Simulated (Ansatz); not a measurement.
# Lu2CdS4: the gap from level to level

A database entry relaxed whole under r2SCAN at zero pressure (Fd-3m, No. 227):

```
Lu Cd S
1.0
     0.00000    5.53048    5.53048
     5.53048    0.00000    5.53048
     5.53048    5.53048    0.00000
Lu Cd S
4 2 8
Direct
  0.62500 0.62500 0.62500
  0.12500 0.62500 0.62500
  0.62500 0.62500 0.12500
  0.62500 0.12500 0.62500
  0.00000 0.00000 0.00000
  0.25000 0.25000 0.25000
  0.38317 0.38317 0.38317
  0.39951 0.86683 0.86683
  0.38317 0.38317 0.85049
  0.86683 0.39951 0.86683
  0.85049 0.38317 0.38317
  0.86683 0.86683 0.86683
  0.38317 0.85049 0.38317
  0.86683 0.86683 0.39951
```

Its volume is 24.17 Å³ an atom, +3.2 % against the entry's 23.41, a cell as deposited in COD (1972).

Single points on this cell with plane-wave PAW DFT (Ansatz 0.2.0; r2SCAN 500 eV, hybrids 420 eV; fermi-dirac occupations of width 0.020 eV; no moments): r2SCAN on a 6×6×6 Γ-centred mesh; r2SCAN with spin-orbit coupling on a 6×6×6 Γ-centred mesh; HSE06 on a 4×4×4 Γ-centred mesh; PBE0 on a 4×4×4 Γ-centred mesh.

Question: How do gap, pressure and charges move from level to level?

Answer: The runs give:

```csv
level,"gap (eV), or kind",pressure (GPa),Bader charge of Lu (e),Bader charge of Cd (e),Bader charge of S (e)
r2SCAN,1.56,0.0,+2.01,+1.01,-1.26
r2SCAN with spin-orbit coupling,1.52,-0.1,+2.00,+1.01,-1.25
HSE06,2.14,0.8,+2.02,+1.01,-1.26
PBE0,2.82,0.7,+2.03,+1.02,-1.27
```

Under r2SCAN the gap is 1.56 eV, over mesh and band path. HSE06 moves it by +0.58 eV and PBE0 by +1.26 eV; PBE0 keeps its exact exchange at long range, which widens the gap over HSE06's by 0.68 eV on their common mesh. Spin-orbit coupling moves the r2SCAN gap by -0.04 eV.

Caveats: the relaxation kept the start's symmetry; HSE06 is read on its mesh and at the zone's corners, PBE0 on its mesh alone; hybrid pressures are good to a few tenths of a GPa; pressure is positive in compression.
